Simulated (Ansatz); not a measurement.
Method: PBE, no spin polarisation; PAW, plane waves to 420 eV, 7×7×7 Γ-centred mesh, fermi-dirac occupations (width 0.1 eV) (Ansatz 0.2.0), atoms fixed.

Computed maps in the lattice plane spanned by a (left to right, 6.11 Å, 19 points from zero) and b (bottom to top, 6.11 Å, 19 points from zero), 99° apart, at height 0.000 along c. The fields are smooth PAW ones with compensation charges, not the true ones near nuclei.

Valence density. Digits on a logarithmic scale: 0 up to 0.03 e/Å³, each further digit a factor of 1.6, 9 from 1.3 e/Å³ up:
```
9986421124577778899
9976421123567777789
8876531112455555678
8877542111233444578
6577642112232234577
3377642234553224577
6677532468886323577
7765423699998533567
6554224899998522455
4332125899998421234
2211125899996311122
1111123688864211111
1222222355432222111
3333332222223444322
4555432111245665544
6766532112457777666
9986532113567777778
9997532123576358899
9996431124676368899
```

ELF. Ten even steps from '0' (0.00) to '9' (0.90):
```
1354200015897369852
6776310014899887655
9987641002688864468
8778862000134432479
0039983000000013686
0049971013431004883
1289930279996104897
8899600799999303899
8875103997799401688
5421005997799300245
1000004999997100011
0000001699972000000
0001100145300132100
0111110000003786410
2333211000169998632
4454311001599998764
5555310002798437875
1254310004882007973
3154200015881008961
```

Question: The cell is KAg2AsP4. Which atoms lie within 0.2 Å of this plane, and where (fractions of a and b)?

Answer: As at (0.00, 0.00), K at (0.50, 0.50), P at (0.03, 0.70), P at (0.70, 0.03). The whole cell:
```xyz
8
Lattice="-3.2973 3.2973 3.9555 3.2973 -3.2973 3.9555 3.2973 3.2973 -3.9555" Properties=species:S:1:pos:R:3 pbc="T T T"
Ag    3.2973    0.0000    1.9777
Ag    0.0000    3.2973    1.9777
As    0.0000    0.0000    0.0000
K     0.0000    0.0000    3.9555
P     2.1927   -2.1927    2.8796
P     1.1046    1.1046    1.0759
P    -2.1927    2.1927    2.8796
P     2.1927    2.1927    5.0313
```

Origin: a known structure type with other elements, at an estimated volume, so it need not be a known compound. Caveats: many states at the Fermi level without spin polarisation, so a magnetic state may lie lower; atoms or cell far from equilibrium.
